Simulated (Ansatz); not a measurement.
An Ansatz (a quantum-chemistry and plane-wave program) input:

Ansatz 0.2 input:
```yaml
crystal:
  lattice:
    - [3.0842783253, 1.7807089214, 2.6093922992]
    - [-3.0842783253, 1.7807089214, 2.6093922992]
    - [0.0, -3.5614178428, 2.6093922992]
  atoms:
    - { symbol: K, position: [0.0057004339, 0.0057004339, 0.0057004339] }
    - { symbol: I, position: [0.5087939525, 0.5087939525, 0.5087939525] }
    - { symbol: O, position: [0.548009931, 0.548009931, 0.0945857518] }
    - { symbol: O, position: [0.0945857518, 0.548009931, 0.548009931] }
    - { symbol: O, position: [0.548009931, 0.0945857518, 0.548009931] }
kpoints:
  mp_grid: { grid: [6, 6, 6] }
basis: { xc_grid: 2 }
hamiltonian:
  xc: pbesol
  pseudopotentials: { kind: paw }
scf:
  occupations: { method: fixed }
output:
  optics: { e_range: [0.0, 15.0], de: 0.05, sigma: 0.1, bands: { spectra_wanted_up_to: 12 eV } }
```

Task: How many symmetry operations and irreducible k-points will the run report?

Result: 6 operations, 32 of 216 k-points.

Task: With a cutoff of 420 eV, how many plane waves at Γ?

Result: 1701.

It took about 2.6 core-minutes (a rough figure) on shared server cores.

Space group R3m. The first step of the workflow began from a Materials Project structure, measured or hypothetical; the Crystallography Open Database files this formula in space group No. 160, but the cells were not matched. Whether it is the stable phase at ambient conditions was not checked. Symmetry was held in the PBEsol relaxation; its stability against distortions is not shown here. Spin–orbit coupling is left out wherever it is not named.

Potentials: the later of the program's two PAW sets.

Ansatz is a plane-wave DFT program.
